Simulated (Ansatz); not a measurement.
Bi₄Se₃ in space group R-3m (No. 166; Bi on 6c, Bi on 6c, Se on 6c, Se on 3a) at seven volumes, DFT-r²SCAN+D4 in the program Ansatz with PAW potentials, shape and atoms relaxed at each. One row is withheld.

```
V (Å³/atom)  P (GPa)
-----------  -------
28.158          4.42
29.086          2.56
30.014          1.10
30.943          0.02
31.871         -0.76
32.799         -1.19
33.727             ?
```

### Question
Fit the shown pressures and predict the withheld one.

### Answer
P = (3/2)B₀(x^(7/2) − x^(5/2))[1 + (3/4)(B′ − 4)(x − 1)] with x = (V₀/V)^(2/3). Least squares on the six rows gives V₀ = 30.980 Å³/atom, B₀ = 29.3 GPa, B′ = 10.34. At V = 33.727, x = 0.9449 and P = -1.55 GPa. The run itself gave -1.35 GPa.

The workflow started from an entry of the Crystallography Open Database (COD). Its standing as an ambient phase is unchecked. The cell was relaxed with r²SCAN+D4 under the symmetry of its start; whether a distortion lowers the energy is not shown. Scalar-relativistic: spin–orbit coupling is off unless named, which matters more the heavier the elements.

Potentials: the later of the program's two PAW sets.
